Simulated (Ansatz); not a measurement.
Na3P:
```cif
data_Na6P2
_chemical_formula_sum 'Na6 P2'
_space_group_name_H-M_alt 'P63/mmc'
_space_group_IT_number 194
_space_group_name_Hall '-P 6c 2c'
_cell_length_a 4.92451
_cell_length_b 4.92451
_cell_length_c 8.77174
_cell_angle_alpha 90.000
_cell_angle_beta 90.000
_cell_angle_gamma 120.000
loop_
_atom_site_label
_atom_site_type_symbol
_atom_site_symmetry_multiplicity
_atom_site_Wyckoff_symbol
_atom_site_fract_x
_atom_site_fract_y
_atom_site_fract_z
_atom_site_occupancy
Na1 Na 2 b 0.00000 0.00000 0.25000 1
Na2 Na 4 f 0.66667 0.33333 0.07963 1
P1 P 2 c 0.33333 0.66667 0.25000 1
```

Relaxed with PBEsol. The program Ansatz at the PBEsol level (PAW) gives a gap of 0.44 eV.

Q: What gap does HSE06 give on the same cell (Ansatz, PAW)?

A: 1.10 eV, 0.66 eV more. The hybrid was solved on a coarser mesh and at special points; the gap given is the minimum over both.

```
k  v1 PBEsol  c1 PBEsol  v1 HSE06  c1 HSE06
-  ---------  ---------  --------  --------
Γ       0.00       0.44      0.00      1.10
A      -0.06       1.96     -0.07      2.68
K      -0.82       1.70         ?         ?
H      -0.42       2.64         ?         ?
M      -0.24       2.02         ?         ?
L      -0.43       1.78         ?         ?
```

Q: Top valence (v1) and lowest conduction level (c1) in eV from each method's valence maximum (which need not be a listed point): supply the withheld HSE06 values.

A: 
- K, v1 HSE06: -0.86
- K, c1 HSE06: 2.35
- H, v1 HSE06: -0.46
- H, c1 HSE06: 3.34
- M, v1 HSE06: -0.27
- M, c1 HSE06: 2.67
- L, v1 HSE06: -0.47
- L, c1 HSE06: 2.46

Cost on shared cores: the PBEsol run (SCF on a 7×7×3 mesh, then bands and DOS) about 50 core-seconds (a rough figure), the HSE06 run (SCF on 4×4×2, then a few points) very roughly 3 core-minutes; the tasks are unlike.

Space group P6_3/mmc. The workflow started from a Materials Project entry (that database holds measured and hypothetical structures alike); the Crystallography Open Database files this formula in space group No. 194, but the cells were not matched. Its standing as an ambient phase is unchecked. The PBEsol relaxation kept the symmetry of its start; whether a distortion lowers the energy is not shown.

Potentials: the later of the program's two PAW sets.
